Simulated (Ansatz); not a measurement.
An Ansatz (a program for electronic structure) run. Input:

Ansatz 0.2 input:
```yaml
crystal:
  lattice:
    - [0.0, 4.2666967541, 4.3585312111]
    - [2.5000194132, 0.0, 4.3585312111]
    - [2.5000194132, 4.2666967541, 0.0]
  atoms:
    - { symbol: Ti, position: [0.75, 0.75, 0.75] }
    - { symbol: Ti, position: [0.5, 0.5, 0.5] }
    - { symbol: Ge, position: [0.0808523444, 0.4191476556, 0.0808523444] }
    - { symbol: Ge, position: [0.4191476556, 0.0808523444, 0.4191476556] }
    - { symbol: Ge, position: [0.1691476556, 0.8308523444, 0.1691476556] }
    - { symbol: Ge, position: [0.8308523444, 0.1691476556, 0.8308523444] }
kpoints:
  mp_grid: { grid: [8, 8, 8] }
  band_path:
    path:
      - [[0.0, 0.0, 0.0], [0.5, 0.0, 0.5], [1.0, 0.5, 0.5], [0.5, 0.5, 0.0], [0.0, 0.0, 0.0], [0.0, 0.4180828078, 0.4180828078]]  # Γ-Y-T-Z-Γ-Σ_0
      - [[1.0, 0.5819171922, 0.5819171922], [1.0, 0.5, 0.5]]  # U_0-T
      - [[0.5, 0.0, 0.5], [0.5, 0.2464211859, 0.7464211859]]  # Y-C_0
      - [[0.5, 0.7535788141, 0.2535788141], [0.5, 0.5, 0.0]]  # A_0-Z
      - [[0.0, 0.0, 0.0], [0.5, 0.5, 0.5]]  # Γ-L
    npoints: 8
basis: { xc_grid: 2 }
hamiltonian:
  xc: pbesol
  pseudopotentials: { kind: paw }
magnetization: { noncollinear: true, spin_orbit: true }
scf:
  n_extra_bands: 12
  convergence: { dr2_threshold: 0.0000000001 }
  occupations: { method: gaussian, width: 0.05 }
output: { eigenvalues: true }
```

Output (shortened):

```
Pseudopotential: Ti, paw_fr, valence charge 12
Pseudopotential: Ge, paw_fr, valence charge 14
Functional definition: PBEsol
non-collinear run that drives no moment, with spin-orbit …
Crystal: 6 atoms, lattice volume = 92.983 Å³
Basis set: ecut = 420 eV, 1829 PW (Γ), exchange–correlation on 90×72×72 points (8 copies of the dense FFT grid, shifted against one another)
Bands: 92, of which v1, the nominal top of the filled ones, is band 80 counted from 1 (79 counted from 0)
Symmetry: 8 space group operations + 8 with time reversal
k-points: 95 of 512
Projection manifold: j_resolved (fully-relativistic pseudo-atomic orbitals)
SCF iter   1: F=—  HF=-21967.298496 eV  |F-HF|=—  |Δ(HF+E_count)|=         —  Δρ=6.58e-2  dr2=9.27e0  dr2_m=0.00e0 (ungated)  ethr=3.10e-3  |M|=0.00e0 ∫|m|=0.00e0 μB  |m|>n=0.0e0 m-floor=0.0e0 τ_xc=0.0e0  β_m=0.30  ⟨swp⟩=5.7  Hψ=20311  notcnv=0  defer=6
preconditioner: auto → Kerker (q_TF=auto, 2.661 Å⁻¹)
spin=Noncollinear: Kerker preconditioning applied to the charge; magnetization (m_x, m_y, m_z) channels mix plain (no charge-response kernel on spin).
SCF iter   2: F=—  HF=-21966.106680 eV  |F-HF|=—  |Δ(HF+E_count)|=    1.19e0  Δρ=3.45e-2  dr2=2.41e0  dr2_m=0.00e0 (ungated)  ethr=3.10e-3  |M|=0.00e0 ∫|m|=0.00e0 μB  |m|>n=0.0e0 m-floor=0.0e0 τ_xc=0.0e0  β_m=0.40  ⟨swp⟩=2.7  Hψ=7409  notcnv=0  defer=610
SCF iter   3: F=—  HF=-21965.644272 eV  |F-HF|=—  |Δ(HF+E_count)|=   4.62e-1  Δρ=1.94e-2  dr2=6.00e-1  dr2_m=0.00e0 (ungated)  ethr=3.01e-3  |M|=0.00e0 ∫|m|=0.00e0 μB  |m|>n=0.0e0 m-floor=0.0e0 τ_xc=0.0e0  β_m=0.60  ⟨swp⟩=2.1  Hψ=4990  notcnv=0  defer=610
SCF iter   4: F=—  HF=-21965.450062 eV  |F-HF|=—  |Δ(HF+E_count)|=   1.94e-1  Δρ=3.84e-3  dr2=1.53e-2  dr2_m=0.00e0 (ungated)  ethr=7.51e-4  |M|=0.00e0 ∫|m|=0.00e0 μB  |m|>n=0.0e0 m-floor=0.0e0 τ_xc=0.0e0  β_m=0.75  ⟨swp⟩=3.3  Hψ=8873  notcnv=0  defer=622
SCF iter   5: F=—  HF=-21965.446388 eV  |F-HF|=—  |Δ(HF+E_count)|=   3.67e-3  Δρ=1.32e-3  dr2=1.28e-3  dr2_m=0.00e0 (ungated)  ethr=1.91e-5  |M|=0.00e0 ∫|m|=0.00e0 μB  |m|>n=0.0e0 m-floor=0.0e0 τ_xc=0.0e0  β_m=0.67  ⟨swp⟩=2.0  Hψ=7617  notcnv=0  defer=620
SCF iter   6: F=—  HF=-21965.445700 eV  |F-HF|=—  |Δ(HF+E_count)|=   6.88e-4  Δρ=6.39e-4  dr2=4.97e-4  dr2_m=0.00e0 (ungated)  ethr=1.60e-6  |M|=0.00e0 ∫|m|=0.00e0 μB  |m|>n=0.0e0 m-floor=0.0e0 τ_xc=0.0e0  β_m=0.84  ⟨swp⟩=2.1  Hψ=6900  notcnv=0  defer=620
SCF iter   7: F=—  HF=-21965.445635 eV  |F-HF|=—  |Δ(HF+E_count)|=   6.45e-5  Δρ=1.58e-4  dr2=2.82e-5  dr2_m=0.00e0 (ungated)  ethr=6.22e-7  |M|=0.00e0 ∫|m|=0.00e0 μB  |m|>n=0.0e0 m-floor=0.0e0 τ_xc=0.0e0  β_m=0.92  ⟨swp⟩=2.0  Hψ=4799  notcnv=0  defer=620
SCF iter   8: F=—  HF=-21965.445628 eV  |F-HF|=—  |Δ(HF+E_count)|=   7.48e-6  Δρ=5.98e-5  dr2=3.95e-6  dr2_m=0.00e0 (ungated)  ethr=3.52e-8  |M|=0.00e0 ∫|m|=0.00e0 μB  |m|>n=0.0e0 m-floor=0.0e0 τ_xc=0.0e0  β_m=0.96  ⟨swp⟩=3.0  Hψ=7928  notcnv=0  defer=620
SCF iter  12: F=-21965.445622 eV  HF=-21965.445622 eV  |F-HF|=1.46e-11  |Δ(HF+E_count)|=  1.82e-11  Δρ=1.21e-7  dr2=1.33e-11  dr2_m=0.00e0 (ungated)  ethr=1.00e-12  |M|=0.00e0 ∫|m|=0.00e0 μB  |m|>n=0.0e0 m-floor=0.0e0 τ_xc=0.0e0  ⟨swp⟩=8.0  Hψ=12048  notcnv=0
SCF 1 converged in 12 iterations: F = -21965.445622 eV  dr2 = 1.33e-11
NSCF: frozen V_eff on 77 k-points
SCF converged after 12 iterations
Magnetization: |M| = 0.0000 μB,  M = (+0.0000, +0.0000, +0.0000) μB
Absolute magnetization: 0.0000 μB (∫|m|)
  site 0: m = (+0.0000, +0.0000, +0.0000) μB, |m| = 0.0000 μB  (R = 1.07 Å)
  site 1: m = (+0.0000, +0.0000, +0.0000) μB, |m| = 0.0000 μB  (R = 1.07 Å)
  site 2: m = (+0.0000, +0.0000, +0.0000) μB, |m| = 0.0000 μB  (R = 1.07 Å)
  site 3: m = (+0.0000, +0.0000, +0.0000) μB, |m| = 0.0000 μB  (R = 1.07 Å)
  site 4: m = (+0.0000, +0.0000, +0.0000) μB, |m| = 0.0000 μB  (R = 1.07 Å)
  site 5: m = (+0.0000, +0.0000, +0.0000) μB, |m| = 0.0000 μB  (R = 1.07 Å)
Free energy (F): -21965.445622 eV
Harris-Foulkes:  -21965.445622 eV  (|F-HF|=1.46e-11)
Internal energy: -21965.443372 eV  (E = F + TS)
E sigma→0 (E₀):  -21965.444497 eV
Entropy (-TS):   -0.002250 eV (-0.375 meV/atom)
Fermi energy:    14.166923 eV
--- Per-component energies (eV) ---
  E_band       = -566.444273
  E_kinetic    = 1000.089680
  E_local      = -9458.518494  (includes V_loc(G=0)·N_el)
  E_nonlocal   = 1699.123663
  E_hartree    = 4147.816504
  E_xc         = -500.156763
  E_vxc        = -510.980052  (∫ρ·V_xc dr)
  E_paw        = -9961.423267  (= ΣΔE_a)
  E_vpaw       = -1591.793398  (= ΣTr[D̂ρ^β])
  E_aug_tail   = 0.001274  (compensation charges beyond the density's cutoff)
  E_ewald      = -8896.340316
  E_core_change = 3.964348  (= ΣΔE_core)
  E_smearing   = -0.002250  (= −TS)
  E_closure    = 0.000000  (closes the sum)
  Σ components = -21965.445622   (vs F -21965.445622, Δ=0.00e0)
  [band-id]    e_kinetic+e_local+e_nonlocal+2·e_hartree+e_vxc+e_vpaw+e_augmentation_tail = -566.444319   (vs E_band -566.444273, Δ=-4.54e-5)
--- Band table (eV; the first three rows and the last of 95) ---
  k-point 0: bands = ["-42.2244", "-42.2244", "-42.2053", "-42.2053", "-19.0976", "-19.0976", "-19.0377", "-19.0377", "-18.4599", "-18.4599", "-18.4350", "-18.4350", "-18.3961", "-18.3961", "-18.3696", "-18.3696", "-10.5384", "-10.5384", "-10.5328", …
  k-point 1: bands = ["-42.2239", "-42.2239", "-42.2058", "-42.2058", "-19.0962", "-19.0962", "-19.0400", "-19.0400", "-18.4587", "-18.4587", "-18.4350", "-18.4350", "-18.3967", "-18.3967", "-18.3711", "-18.3711", "-10.5380", "-10.5380", "-10.5323", …
  k-point 2: bands = ["-42.2224", "-42.2224", "-42.2072", "-42.2072", "-19.0925", "-19.0925", "-19.0458", "-19.0458", "-18.4563", "-18.4563", "-18.4336", "-18.4336", "-18.3995", "-18.3995", "-18.3743", "-18.3743", "-10.5372", "-10.5372", "-10.5303", …
  k-point 94: bands = ["-42.2147", "-42.2147", "-42.2147", "-42.2147", "-19.0707", "-19.0707", "-19.0707", "-19.0707", "-18.4368", "-18.4368", "-18.4368", "-18.4368", "-18.3986", "-18.3986", "-18.3986", "-18.3986", "-10.5263", "-10.5263", "-10.5263", …
```

Cost: around 2.7 core-minutes (rough) on shared cores.

Space group Fddd. The first step of the workflow began from a Materials Project structure, measured or hypothetical; the Crystallography Open Database files this formula in space group No. 70, but the cells were not matched. Whether it is the stable phase at ambient conditions was not checked. The PBEsol relaxation kept the symmetry of its start; of distortions, only those at the zone centre were tested. The run is not spin-polarised.

Potentials: the later of the program's two PAW sets.

Ansatz is a plane-wave DFT program.
